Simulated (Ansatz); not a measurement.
**Computed properties of EuSb**

```
CELL_PARAMETERS angstrom
0.00000 3.63105 3.63105
3.63105 0.00000 3.63105
3.63105 3.63105 0.00000
ATOMIC_POSITIONS crystal
Eu 0.00000 0.00000 0.00000
Sb 0.25000 0.25000 0.25000
```

Atom numbers follow the list: Eu1, Sb2.

The cell was built from the zincblende type and relaxed in the same program, and has space group F-43m; it needn't be a known or the stable phase.

Semilocal functionals without a Hubbard term describe localised f shells poorly; where the shell is localised, the real material differs.

The magnetic state is the one reached from the start moments; no search over orders was made, so it needn't be the ground state.

Spin–orbit coupling is left out, though it moves levels of the heavy atoms by tenths of an eV or more.

Levels of theory: DFT, PBE, all-electron LAPW, scalar-relativistic (Ansatz 0.2.0); DFT, PBE, PAW with Ansatz's default frozen-core files, scalar-relativistic (Ansatz 0.2.0).

For LAPW: a Γ-centred 9×9×9 k mesh, Fermi–Dirac smearing of 0.03 eV, basis error target 0.5 meV/atom, spin-polarised from start moments Eu1 7 μB. PAW takes a cutoff of 420 eV at this cell. The Ansatz runs share mesh, smearing and spin set-up. Values come from LAPW unless marked.

```
Band gap                                                                                                               : none at this level of theory (metallic, semimetallic, or a small gap that the functional closes)
Moment of the cell                                                                                                     : 6.00 μB
Moments in the spheres                                                                                                 : Eu1 6.59, Sb2 -0.39 μB
Density of states at the Fermi level (0.2 eV bin)                                                                      : 5.14 states/eV per cell
Löwdin charges (with 0.04 e of the cell spilling out of the atomic basis, so their sizes and signs hang on that basis) : Eu1 0.38, Sb2 -0.34 e
Bader charges (from the PAW run)                                                                                       : Eu1 +1.35, Sb2 -1.35 e
Volume per atom                                                                                                        : 47.87 Å³
Pressure at this cell                                                                                                  : 0.05 GPa
```
